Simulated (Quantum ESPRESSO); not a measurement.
TaTi2O5F3, convergence and cost over cutoff and k mesh

Simulated, not a measurement. The program is pw.x of Quantum ESPRESSO 7.5 (plane-wave density functional theory). The cell is made up: 11 atoms on a rutile lattice with one site empty, with randomly drawn elements, strain and displacements, not relaxed. PseudoDojo standard norm-conserving files (v0.5 for PBE, v0.4.1 for LDA and PBEsol) set the functional; there is no spin polarisation, spin-orbit coupling or dispersion term, and the masses in the input are unused placeholders.

Input of the run in row 4:

```
&control calculation='scf', pseudo_dir='./dojo.nc.sr.pbe.v0_5.standard.upf', outdir='./o', disk_io='low', tprnfor=.true., tstress=.true. /
&system ibrav=0, nat=11, ntyp=4, nbnd=50, ecutwfc=84.00895049, nosym=.true., tot_charge=0,
 occupations='smearing', smearing='fd', degauss=0.0018374661
/
&electrons conv_thr=7.350e-09, electron_maxstep=60, /
ATOMIC_SPECIES
F 1.0 F.upf
O 1.0 O.upf
Ta 1.0 Ta.upf
Ti 1.0 Ti.upf
CELL_PARAMETERS angstrom
4.7097 0.0 0.0
0.0 4.7097 0.0
0.0 0.0 6.0162
ATOMIC_POSITIONS angstrom
Ta -0.0675 -0.0304 -0.0252
Ti -0.0131 0.0426 2.9741
Ti 2.3468 2.3511 4.5456
O 1.4247 1.4526 -0.0124
F 3.2555 3.33 0.045
O 3.8134 0.9038 1.5543
F 0.9128 3.7895 1.5142
F 1.4292 1.4162 3.0598
O 3.2834 3.2869 3.0171
O 3.7961 0.9035 4.5197
O 0.947 3.7814 4.53
K_POINTS automatic
5 5 4 1 1 1
```

The same cell was run at these settings. Meshes are shifted by half a step, and differences are from the last row, which is itself not exact.

| cutoff (eV) | k mesh | k points solved | threshold (eV) | free energy less the last row's (eV) | pressure (GPa) | largest stress difference (GPa) | largest force difference (eV/Å) | iterations | wall time (s) | k-point pools | processor |
| --- | --- | --- | --- | --- | --- | --- | --- | --- | --- | --- | --- |
| 800 | 2 x 2 x 2 | 4 | 1e-04 | 1.660 | -20.81 | 14.94 | 0.045 | 14 | 15 | 4 | Intel Xeon, 2023 or later |
| 1143 | 1 x 1 x 1 | 1 | 1e-07 | 0.497 | -4.74 | 3.47 | 0.605 | 25 | 42 | 4 | Intel Xeon, 2023 or later |
| 578 | 5 x 5 x 4 | 50 | 1e-07 | 21.770 | -102.92 | 97.04 | 0.463 | 19 | 118 | 4 | Intel Xeon, 2023 or later |
| 1143 | 5 x 5 x 4 | 50 | 1e-07 | 0.004 | -5.99 | 0.03 | 0.001 | 19 | 275 | 4 | Intel Xeon, 2023 or later |
| 1437 | 7 x 7 x 6 | 147 | 1e-07 | 0.000 | -5.96 | 0.00 | 0.000 | 19 | 1051 | 4 | Intel Xeon, 2023 or later |

Each pool is one process. Wall times include start-up and a band step at six k points, which weighs most on the coarsest meshes. The runs were on shared virtual cores whose load varied, so times are rough.